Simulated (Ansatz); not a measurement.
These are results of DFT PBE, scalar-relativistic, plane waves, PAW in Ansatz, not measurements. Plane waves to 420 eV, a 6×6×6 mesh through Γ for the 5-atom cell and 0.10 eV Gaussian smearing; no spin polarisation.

Formation energies are uncorrected and count from the elements' standard states at the same level.

Problem. Propose a candidate for a trigonal metal that holds Hf and 2 more elements, with a formation energy near −1.02 eV/atom and about 27 Å³ per atom, in a cell of 5 atoms.

Solution. HfZrS3, space group R3m (No. 160). Zr is surrounded by 6 S at 2.57–2.58 Å and 1 Hf at 2.89 Å; Hf is surrounded by 3 S at 2.41 Å and 1 Zr at 2.89 Å; S has 1 Hf at 2.41 Å and 2 Zr at 2.57–2.58 Å.

```yaml
crystal:
  lattice:
    - [3.48233, 2.01052, 3.21860]
    - [-3.48233, 2.01052, 3.21860]
    - [0.00000, -4.02105, 3.21860]
  atoms:
    - { symbol: Zr, position: [0.55723, 0.55723, 0.55723] }
    - { symbol: Hf, position: [0.85688, 0.85688, 0.85688] }
    - { symbol: S, position: [0.55359, 0.55359, 0.05670] }
    - { symbol: S, position: [0.55359, 0.05670, 0.55359] }
    - { symbol: S, position: [0.05670, 0.55359, 0.55359] }
```

- Volume per atom: 27.04 Å³
- Density: 4.49 g/cm³
- Formation energy: −1.02 eV/atom
- Gap on the 6×6×6 mesh of the 5-atom cell: 0 eV (a metal)

The structure comes from a generated guess, relaxed at this level; another structure or a mixture of phases may lie lower. Other answers may fit too; this one was computed.

These runs have no spin–orbit coupling, which can matter for Hf. The reference form of S is held partly by dispersion forces, which this level lacks. Symmetry constrained the relaxation, so the result can be a saddle point.
